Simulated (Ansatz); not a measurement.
A relaxation computed with Ansatz, from input to last step.

```yaml
crystal:
  lattice:
    - [2.1071128351, 1.2165421626, 9.6928497428]
    - [-2.1071128351, 1.2165421626, 9.6928497428]
    - [0.0, -2.4330843251, 9.6928497428]
  atoms:
    - { symbol: Bi, position: [0.6049937327, 0.6049937327, 0.6049937327] }
    - { symbol: Bi, position: [0.3950062673, 0.3950062673, 0.3950062673] }
    - { symbol: Te, position: [0.2113786948, 0.2113786948, 0.2113786948] }
    - { symbol: Te, position: [0.7886213052, 0.7886213052, 0.7886213052] }
    - { symbol: Se, position: [0.0, 0.0, 0.0] }
basis:
  ecutwfc: 420
kpoints:
  mp_grid: { grid: [12, 12, 12] }
hamiltonian:
  xc: pbesol
scf:
  occupations: { method: gaussian, width: 0.1 }
output:
  forces: true
  stress: true
  eigenvalues: true
  write_density: true
  write_potential: true
  elf: true
  volumetric_format: npy
relax:
  adjacent_minimum: "off"
  f_tol: 0.01
  max_steps: 30
  cell: { stress_tol: 0.1, fix: [volume] }
```

```bash
ansatz run input.yaml --threads 2 --pin off --max-ram 5120MiB --backend cpu --events-out ev --progress --plain --runs-dir out
```

Computed with Ansatz, DFT PBEsol, scalar-relativistic, plane waves, PAW.

The volume is held at 0.94 times that of the relaxed cell.

Of 5 frames 4 are shown, positions in Å and forces in eV/Å; the SCF threshold varies from step to step. Steps run on the plane waves of an earlier cell, with a Pulay correction in the pressure. The basis is chosen afresh for the last frame, the zero of the energies, and at times for earlier ones too; energy and pressure can step there, also at an unchanged geometry. Where two frames share a geometry here, they differ by under 2 meV/atom and 0.3 GPa.

```xyz
5
Lattice="2.1071 1.2165 9.6928 -2.1071 1.2165 9.6928 0.0000 -2.4331 9.6928" Properties=species:S:1:pos:R:3:forces:R:3 pbc="T T T" step=1 free_energy_over_end_meV_per_atom=1.76 pressure_GPa=3.28
Bi    0.0000    0.0000   17.5923    0.0000    0.0000    0.0982
Bi    0.0000    0.0000   11.4862    0.0000    0.0000   -0.0982
Te    0.0000    0.0000    6.1466    0.0000    0.0000   -0.2319
Te    0.0000    0.0000   22.9320    0.0000    0.0000    0.2319
Se    0.0000    0.0000    0.0000    0.0000    0.0000    0.0000
5
Lattice="2.1041 1.2148 9.7208 -2.1041 1.2148 9.7208 0.0000 -2.4296 9.7208" Properties=species:S:1:pos:R:3:forces:R:3 pbc="T T T" step=2 free_energy_over_end_meV_per_atom=0.88 pressure_GPa=2.46
Bi    0.0000    0.0000   17.6340    0.0000    0.0000   -0.1423
Bi    0.0000    0.0000   11.5284    0.0000    0.0000    0.1423
Te    0.0000    0.0000    6.1060    0.0000    0.0000    0.1521
Te    0.0000    0.0000   23.0563    0.0000    0.0000   -0.1521
Se    0.0000    0.0000    0.0000    0.0000    0.0000    0.0000
5
Lattice="2.1090 1.2176 9.6754 -2.1090 1.2176 9.6754 0.0000 -2.4353 9.6754" Properties=species:S:1:pos:R:3:forces:R:3 pbc="T T T" step=3 free_energy_over_end_meV_per_atom=0.03 pressure_GPa=2.72
Bi    0.0000    0.0000   17.5429    0.0000    0.0000    0.0252
Bi    0.0000    0.0000   11.4834    0.0000    0.0000   -0.0252
Te    0.0000    0.0000    6.0900    0.0000    0.0000   -0.0047
Te    0.0000    0.0000   22.9363    0.0000    0.0000    0.0047
Se    0.0000    0.0000    0.0000    0.0000    0.0000    0.0000
5
Lattice="2.1109 1.2187 9.6583 -2.1109 1.2187 9.6583 0.0000 -2.4374 9.6583" Properties=species:S:1:pos:R:3:forces:R:3 pbc="T T T" step=5 free_energy_over_end_meV_per_atom=0.00 pressure_GPa=2.74
Bi    0.0000    0.0000   17.5167    0.0000    0.0000   -0.0056
Bi    0.0000    0.0000   11.4583    0.0000    0.0000    0.0056
Te    0.0000    0.0000    6.0820    0.0000    0.0000   -0.0043
Te    0.0000    0.0000   22.8930    0.0000    0.0000    0.0043
Se    0.0000    0.0000    0.0000    0.0000    0.0000    0.0000
```

The run took 4.6 min on 2 threads of Arm Neoverse V1, with other jobs on the host, peak memory 1.1 GiB.

Spin–orbit coupling is left out, which can shift energies with elements as heavy as these.